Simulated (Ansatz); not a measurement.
As (A7)

Computed with Ansatz (plane waves, PAW, 420 eV cutoff): PBE with spin–orbit coupling, two-component spinors, 14×14×14 k-mesh, Gaussian smearing of 0.05 eV. The datasets are Ansatz's generated set soft_2.

```cif
data_structure
_symmetry_space_group_name_H-M 'P 1'
_symmetry_Int_Tables_number 1
_cell_length_a 4.2422
_cell_length_b 4.2422
_cell_length_c 4.2422
_cell_angle_alpha 53.316
_cell_angle_beta 53.316
_cell_angle_gamma 53.316
_cell_volume 45.54
loop_
_atom_site_label
_atom_site_type_symbol
_atom_site_fract_x
_atom_site_fract_y
_atom_site_fract_z
_atom_site_occupancy
As1 As 0.22592 0.22592 0.22592 1
As2 As 0.77408 0.77408 0.77408 1
```

Task: Which orbitals carry the states at the Fermi level, and how many states are there?

Result: Within 0.1 eV of it: As 4p 80 %, As 4s 20 % (shares among the projected shells). The density of states at the Fermi level is about 0.19 states/eV per cell, averaged over 0.3 eV.

Density of states (tetrahedra, averaged over 0.5 eV; states/eV per cell of 2 atoms; energy in eV from the Fermi level; projections on Löwdin-orthogonalised atomic orbitals, summed over sites):

```csv
E,total,As 4p,As 4s
-6.60,0.04,0.01,0.04
-6.10,0.06,0.06,0.00
-5.60,0.97,0.92,0.04
-5.10,0.83,0.79,0.03
-4.60,0.97,0.92,0.04
-4.10,1.28,1.21,0.06
-3.60,1.49,1.40,0.08
-3.10,1.57,1.46,0.09
-2.60,1.50,1.38,0.10
-2.10,1.23,1.11,0.10
-1.60,0.89,0.77,0.10
-1.10,0.64,0.54,0.09
-0.60,0.42,0.34,0.07
-0.10,0.22,0.17,0.04
0.40,0.45,0.36,0.07
0.90,1.35,1.13,0.16
1.40,1.43,1.22,0.13
1.90,1.77,1.45,0.10
2.40,1.42,1.19,0.07
2.90,1.21,1.07,0.04
3.40,1.30,1.09,0.03
3.90,1.15,0.94,0.03
```

The structure is built of weakly bound bilayers, and this functional has no dispersion term, so their spacing and all that hangs on it (volume, the soft elastic constants, low modes, dielectric constants) are poorly given. The relaxed cell is 7 % larger in volume than the cell of this structure in the Crystallography Open Database (21.30 Å³/atom, 1969).
